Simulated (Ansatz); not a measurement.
Level of theory: DFT PBE, scalar-relativistic, plane waves, PAW (Ansatz 0.2.0). All cells share a 420 eV cutoff and Γ-centred k meshes spaced at most about 0.3 Å⁻¹ (2π included). No spin polarisation in the final relaxations.

Energies over the elements count from the elements' standard structures at the same level, with no fitted energy shifts.

A relaxed structure of ZnCd2Se3 has 27.55 Å³/atom, −0.647 eV/atom against the elements, a gap of 0.61 eV on its mesh:

```
Zn Cd Se
1.0
    -2.12706    2.12706    9.13438
     2.12706   -2.12706    9.13438
     2.12706    2.12706   -9.13438
Zn Cd Se
1 2 3
Direct
  0.50000 0.50000 0.00000
  0.83805 0.83805 0.00000
  0.16195 0.16195 0.00000
  0.42652 0.92652 0.50000
  0.07348 0.57348 0.50000
  0.75000 0.25000 0.50000
```

**Question.** Predict cell, energy and gap of ZnCd2S3 with the same space group and Wyckoff sites.

**Answer.** ZnCd2S3 has a = 4.055 Å, c = 17.464 Å: 23.94 Å³/atom, −0.698 eV/atom against the elements, a gap of 1.23 eV on its mesh. The volume per atom changes by -13.1 % and the formation energy by -0.050 eV/atom (from unrounded values). The gap widens by 0.62 eV. Covalent radii: Se 1.20 Å, S 1.05 Å; electronegativities 2.55 and 2.58. The cell follows the size of the atom. Zn is surrounded by 4 S at 2.39 Å; Cd has 4 S at 2.55 Å; S on a site of symmetry 2mm is surrounded by 2 Zn at 2.39 Å and 2 Cd at 2.55 Å; S on a site of symmetry -4m2 is surrounded by 4 Cd at 2.55 Å.

```cif
data_structure
_symmetry_space_group_name_H-M 'P 1'
_symmetry_Int_Tables_number 1
_cell_length_a 9.1909
_cell_length_b 9.1909
_cell_length_c 9.1909
_cell_angle_alpha 154.509
_cell_angle_beta 154.509
_cell_angle_gamma 36.361
_cell_volume 143.61
loop_
_atom_site_label
_atom_site_type_symbol
_atom_site_fract_x
_atom_site_fract_y
_atom_site_fract_z
_atom_site_occupancy
Zn1 Zn 0.50000 0.50000 0.00000 1
Cd1 Cd 0.83857 0.83857 0.00000 1
Cd2 Cd 0.16143 0.16143 0.00000 1
S1 S 0.57251 0.07251 0.50000 1
S2 S 0.25000 0.75000 0.50000 1
S3 S 0.92749 0.42749 0.50000 1
```

The two cells were relaxed from separate starts that ended on the same group and sites; neither need be the stable form of its compound. Kohn–Sham gaps at this level usually fall short of measured ones. The reference forms of S and Se are held partly by dispersion forces, which this level lacks. Cells relaxed within their symmetry can be saddle points.
